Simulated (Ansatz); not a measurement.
MgI2:
Space group P-3m1 (No. 164); a = b = 4.1243 Å, c = 6.8321 Å, α = β = 90.00°, γ = 120.00°

```csv
atom,site,symmetry,x,y,z
Mg,1a,-3m.,0.0000,0.0000,0.0000
I,2d,3m.,0.3333,0.6667,0.2455
```

Relaxed at zero pressure with the program Ansatz at the PBE+D3(BJ) level (PAW).

**Question.** The volume is lowered by 9 % and shape and atoms relax at that volume. What pressure results, and how do the axes share the change?

**Answer.** 2.2 GPa; a -2.2 %, b -2.2 %, c -4.8 %; the energy rises by 18 meV/atom.

**Question.** Give the new structure.

**Answer.** 
Space group P-3m1 (No. 164); a = b = 4.0316 Å, c = 6.5065 Å, α = β = 90.00°, γ = 120.00°

```json
[
 {"atom": "Mg", "site": "1a", "symmetry": "-3m.", "x": "0.0000", "y": "0.0000", "z": "0.0000"},
 {"atom": "I", "site": "2d", "symmetry": "3m.", "x": "0.3333", "y": "0.6667", "z": "0.2575"}
]
```

The phase is kept; no other phase was compared at this pressure.

The cell was relaxed with PBE+D3(BJ) under the symmetry of its start; phonons on a q-mesh show no instability. Scalar-relativistic: spin–orbit coupling is off unless named, which matters more the heavier the elements.

Potentials: the later of the program's two PAW sets.
